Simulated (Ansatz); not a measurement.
LaLuO3 (cubic perovskite, Pm-3m), plane-wave PAW LDA (Ansatz code), all energies at zero smearing, with the estimated change up to a 700 eV cutoff added, with one set of potentials and settings (totals compare only within such a set). Cell of 5 atoms (1 La, 1 Lu, 3 O): -22244.018 eV.

| element | reference phase | E (eV/atom) |
|---|---|---|
| La | P6_3/mmc, 4 atoms in the cell | -6076.3178 |
| Lu | P6_3/mmc, 2 atoms in the cell | -14493.4899 |
| O | C2/m, 4 atoms in the cell, spin-polarised | -552.6597 |

Formation energy per atom, worked out: (-22244.018 − 1×(-6076.3178) − 1×(-14493.4899) − 3×(-552.6597))/5 = -3.246 eV/atom (-313 kJ per mol of atoms), at 0 K, without zero-point energy or fitted corrections.

A made-up cell: these elements were put on the sites of a structure type; neither database checked (COD, Materials Project) lists it. Its standing as an ambient phase is unchecked. The LDA relaxation kept the symmetry of its start. At this level the phase is dynamically unstable (imaginary phonons). The references are the lowest solids computed at this level, not always the standard phases (solids in place of the gases). Scalar-relativistic: spin–orbit coupling is off unless named, which matters more the heavier the elements.

Potentials: the earlier of the program's two PAW sets.
